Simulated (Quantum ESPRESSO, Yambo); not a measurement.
**Quasiparticle gap of BaAlSiH at -2 % biaxial strain**

Space group P3m1 (No. 156); a = b = 4.213 Å, c = 5.148 Å, α = β = 90.00°, γ = 120.00°

| atom | site | symmetry | x | y | z |
|---|---|---|---|---|---|
| H | 1a | 3m. | 0.0000 | 0.0000 | 0.1278 |
| Al | 1a | 3m. | 0.0000 | 0.0000 | 0.4667 |
| Si | 1c | 3m. | 0.6667 | 0.3333 | 0.5448 |
| Ba | 1b | 3m. | 0.3333 | 0.6667 | 0.0035 |

The PBEsol cell relaxed from Materials Project entry mp-571093 was given a biaxial strain of -2 % along x and y, z relaxed, and the atoms were relaxed again.

Starting point: norm-conserving PBEsol (Quantum ESPRESSO, 72 Ry, without SOC). G0W0 in Yambo: 3×3×2 Γ-centred k mesh, 151 bands and a 8 Ry block in the screening, 151 bands in G with the Bruneval-Gonze terminator, plasmon pole fitted at 27.2 eV.

* **PBEsol gap along the band path**: 0.73 eV
* **PBEsol gap between the mesh's edge points (A → K)**: 1.13 eV
* **G0W0 gap between the same points**: 1.59 eV
* **PBEsol smallest direct gap on the mesh (at (0, 0.333, 0))**: 1.83 eV
* **G0W0 direct gap at that point**: 2.17 eV
* **estimate of the fundamental G0W0 gap (path gap plus the correction; the mesh misses a band edge)**: 1.18 eV

```csv
k point,band,E PBEsol (eV),E QP (eV),shift (eV),Z
Γ,VB,-0.41,-1.04,-0.63,0.77
Γ,CB,1.61,1.52,-0.09,0.78
A,VB,0.00,-0.52,-0.52,0.77
A,CB,1.94,1.94,0.00,0.79
"(0, 0.333, 0)",VB,-0.64,-1.09,-0.45,0.77
"(0, 0.333, 0)",CB,1.18,1.08,-0.11,0.78
K,VB,-0.83,-1.33,-0.50,0.77
K,CB,1.13,1.07,-0.07,0.79
```

Energies count from the PBEsol valence-band maximum.

Convergence of the G0W0 settings was not tested. The k mesh is coarse.

The structure is a Materials Project entry; no match was found in the copy of COD used, and its stability was not checked.
